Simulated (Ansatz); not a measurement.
## Vibrational response of Ho$_{3}$N

Method: DFT PBE, scalar-relativistic, plane waves, PAW, and for the lanthanide a 4f-in-core norm-conserving potential (Ansatz 0.2.0). Plane waves to 690 eV; Γ-centred k mesh 14×14×14; Gaussian smearing of 0.10 eV. No spin polarisation. Phonons by linear response, acoustic sum rule imposed.

The cell, relaxed at this level:
```
Ho N
1.0
    -1.77113    1.77113    7.08023
     1.77113   -1.77113    7.08023
     1.77113    1.77113   -7.08023
Ho N
3 1
Direct
  0.66359 0.66359 0.00000
  0.33641 0.33641 0.00000
  0.00000 0.00000 0.00000
  0.50000 0.50000 0.00000
```

The structure comes from a generated guess, relaxed at this level; another structure or a mixture of phases may lie lower. In a metal, frequencies depend on the k mesh and the smearing, soft modes most.

Q: Is this structure stable against zone-centre distortions?

A: Yes, at Γ: no optical mode is imaginary. Strains and other wave vectors aren't tested by this run.

Q: List the optical modes at Γ (i marks imaginary ones).

A:
```json
{"frequency (meV)": "11.7", "degeneracy": "2"}
{"frequency (meV)": "11.9", "degeneracy": "2"}
{"frequency (meV)": "13.5", "degeneracy": "1"}
{"frequency (meV)": "15.7", "degeneracy": "1"}
{"frequency (meV)": "30.4", "degeneracy": "2"}
{"frequency (meV)": "44.8", "degeneracy": "1"}
```

The lanthanide is trivalent by construction, without f bands, f moments or other valences.
